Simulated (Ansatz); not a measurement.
Suppose Rb2ZnGaC6N6 takes space group Fm-3m (No. 225), with Rb on 8c; Zn on 4a; Ga on 4b; C on 24e; N on 24e. A trial structure of Rb2ZnGaC6N6 was built thus: cyanide-bridged rock-salt net of two metals, 2 guest cations a cell.

Method: DFT PBE, scalar-relativistic, plane waves, PAW in Ansatz. Cutoff 420 eV, Γ-centred mesh, Gaussian smearing, no spin polarisation.

Energies over the elements count from the elements' standard structures at the same level (N₂ as a molecule), with no fitted energy shifts.

Question: Predict the relaxed structure.

Answer:

Space group Fm-3m (No. 225). a = 10.837 Å, b = 10.837 Å, c = 10.837 Å, α = 90.00°, β = 90.00°, γ = 90.00°
| atom | site | symmetry | x | y | z |
| --- | --- | --- | --- | --- | --- |
| Rb | 8c | -43m | 0.2500 | 0.7500 | 0.7500 |
| Zn | 4a | m-3m | 0.0000 | 0.0000 | 0.0000 |
| Ga | 4b | m-3m | 0.5000 | 0.0000 | 0.0000 |
| C | 24e | 4m.m | 0.2041 | 0.0000 | 0.0000 |
| N | 24e | 4m.m | 0.3131 | 0.0000 | 0.0000 |

Rb is surrounded by 12 C at 3.86 Å and 12 N at 3.89 Å; Zn is surrounded by 6 C at 2.21 Å; Ga has 6 N at 2.03 Å; C is surrounded by 1 N at 1.18 Å, 1 Zn at 2.21 Å, 4 C at 3.13 Å, 1 Ga at 3.21 Å, 4 N at 3.79 Å and 4 Rb at 3.86 Å; N is surrounded by 1 C at 1.18 Å, 1 Ga at 2.03 Å, 4 N at 2.86 Å, 1 Zn at 3.39 Å, 4 C at 3.79 Å and 4 Rb at 3.89 Å. Another local minimum with the same sites may exist.

Question: And its energy and gap?

Answer: The formation energy is +0.25 eV/atom and the gap on the 6×6×6 mesh of the 16-atom cell is 0 eV (a metal). The separate elements lie lower, so it is unstable against them.

The last run used Gaussian smearing of 0.10 eV. An odd number of electrons in the primitive cell allows no gap without spin; a larger cell or a magnetic state could open one. The reference form of C is held partly by dispersion forces, which this level lacks. A structure relaxed within its symmetry needn't be a true minimum.
